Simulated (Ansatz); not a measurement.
# Computed properties of Al2Ru

Al₂Ru:
```
Al2Ru
1.0
    0.00000     3.95791     4.35079
    2.33230     0.00000     4.35079
    2.33230     3.95791     0.00000
Al Ru
4 2
Direct
  0.07886   0.42114   0.07886
  0.42114   0.07886   0.42114
  0.17114   0.82886   0.17114
  0.82886   0.17114   0.82886
  0.75000   0.75000   0.75000
  0.50000   0.50000   0.50000
```

Space group Fddd (No. 70); conventional cell a = 4.665 Å, b = 7.916 Å, c = 8.702 Å, α = β = γ = 90.00°.

Method: DFT-LDA in the program Ansatz with PAW potentials. Geometry: relaxed at this level of theory. Other levels are named where they apply.

**Cell and energy**

```yaml
volume_per_atom: 13.39 Å³
density: 6.41 g/cm³
Formation energy from the elements (no fitted shifts): -0.71 eV/atom
```

**Electronic structure**

```yaml
band_gap: 0.07 eV (indirect)
valence_band_maximum: at Γ
conduction_band_minimum: on the Γ–Σ0 line, 79 % of the way from Γ (k = 0.000, 0.323, 0.323 in fractions of the reciprocal vectors) (2 equivalent valleys)
smallest_direct_gap_on_the_standard_path: 1.25 eV
electron_effective_mass: 0.91, 1.7, 2.0 mₑ (principal values)
hole_effective_mass: 0.12, 0.29, 0.50 mₑ (principal values)
```

**Mechanics**

```yaml
Bulk modulus (Birch–Murnaghan fit): 187 GPa
Pressure derivative B′: 4.4
Elastic constants (relaxed ions, GPa): C11 = 371, C22 = 349, C33 = 407, C12 = 80.2, C13 = 115, C23 = 94.0, C44 = 75.5, C55 = 128, C66 = 106
mechanical_stability: stable (all eigenvalues of C positive)
hill_bulk_and_shear_moduli: 189 and 115 GPa
Young's modulus: 286 GPa
Poisson's ratio: 0.25
debye_temperature_from_the_elastic_constants: 588 K
```

**Phonons**

```yaml
Highest zone-centre frequency (without LO–TO term): 475 cm⁻¹
zone_centre_stability: no imaginary mode at Γ
dynamical_stability_on_the_path: stable (no imaginary branch)
zero_point_energy: 51.1 meV/atom
Vibrational entropy at 300 K: 21.8 J/(K·mol of atoms)
```

The workflow started from a Materials Project entry (that database holds measured and hypothetical structures alike); the Crystallography Open Database copy checked does not list it. Its standing as an ambient phase is unchecked. The cell was relaxed with LDA under the symmetry of its start. No spin polarisation was allowed. The references are the lowest solids computed at this level, not always the standard phases. Spin–orbit coupling is left out wherever it is not named.

Potentials: the later of the program's two PAW sets.
